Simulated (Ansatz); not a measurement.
In₂SeS:
```xyz
4
Lattice="4.0090 0.0000 0.0000 -2.0045 3.4719 0.0000 0.0000 0.0000 9.2175" Properties=species:S:1:pos:R:3 pbc="T T T"
In     0.0000     0.0000     4.1426
In     0.0000     2.3146     0.2267
Se     0.0000     2.3146     5.3970
S      0.0000     0.0000     1.7371
```

Tensor components refer to the Cartesian frame of this cell.

### Question
Give the high-frequency dielectric tensor and the Born effective charge tensors of the independent atoms from DFPT, PBEsol in the plane-wave PAW code Ansatz.

### Answer

ε∞:
```
7.73  0.00  0.00
0.00  7.73  0.00
0.00  0.00  6.40
```
Z* of atom 1 (In), rows: field, columns: displacement, in e:
```
2.56  0.00  0.00
0.00  2.56  0.00
0.00  0.00  1.55
```
Z* of atom 2 (In), rows: field, columns: displacement, in e:
```
1.50  0.00  0.00
0.00  1.50  0.00
0.00  0.00  0.87
```
Z* of atom 3 (Se), rows: field, columns: displacement, in e:
```
-2.39   0.00   0.00
 0.00  -2.39   0.00
 0.00   0.00  -0.70
```
Z* of atom 4 (S), rows: field, columns: displacement, in e:
```
-1.67   0.00   0.00
 0.00  -1.67   0.00
 0.00   0.00  -1.72
```

Space group P3m1. The start of the workflow was typed in or built on a structure type; neither database checked (COD, Materials Project) lists it. Whether it is the stable phase at ambient conditions was not checked. Symmetry was held in the PBEsol relaxation. At this level the phase is mechanically unstable. Spin–orbit coupling is left out wherever it is not named.

Potentials: the earlier of the program's two PAW sets. The files were generated under PBE; for other functionals the program regenerates the frozen cores, and for LDA and PBEsol the local potential too.
